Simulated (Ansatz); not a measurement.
Data:

LaLuO$_{3}$:
```cif
data_LaLuO3
_chemical_formula_sum 'La1 Lu1 O3'
_space_group_name_H-M_alt 'Pm-3m'
_space_group_IT_number 221
_space_group_name_Hall '-P 4 2 3'
_cell_length_a 4.15264
_cell_length_b 4.15264
_cell_length_c 4.15264
_cell_angle_alpha 90.000
_cell_angle_beta 90.000
_cell_angle_gamma 90.000
loop_
_atom_site_label
_atom_site_type_symbol
_atom_site_symmetry_multiplicity
_atom_site_Wyckoff_symbol
_atom_site_fract_x
_atom_site_fract_y
_atom_site_fract_z
_atom_site_occupancy
La1 La 1 a 0.00000 0.00000 0.00000 1
Lu1 Lu 1 b 0.50000 0.50000 0.50000 1
O1 O 3 c 0.00000 0.50000 0.50000 1
```

This is the LDA-relaxed structure.

Problem. All from plane-wave PAW LDA (Ansatz code), unless another level is named. Give the highest zone-centre frequency (without LO–TO term).

Solution. 669 cm⁻¹.

Problem. What about the Hill bulk and shear moduli?

Solution. 163 and 82.5 GPa.

The cell is a constructed one: a structure type filled with these elements; neither database checked (COD, Materials Project) lists it. Its standing as an ambient phase is unchecked. Symmetry was held in the LDA relaxation. At this level the phase is dynamically unstable (imaginary phonons). Scalar-relativistic: spin–orbit coupling is off unless named, which matters more the heavier the elements.

Potentials: the later of the program's two PAW sets.
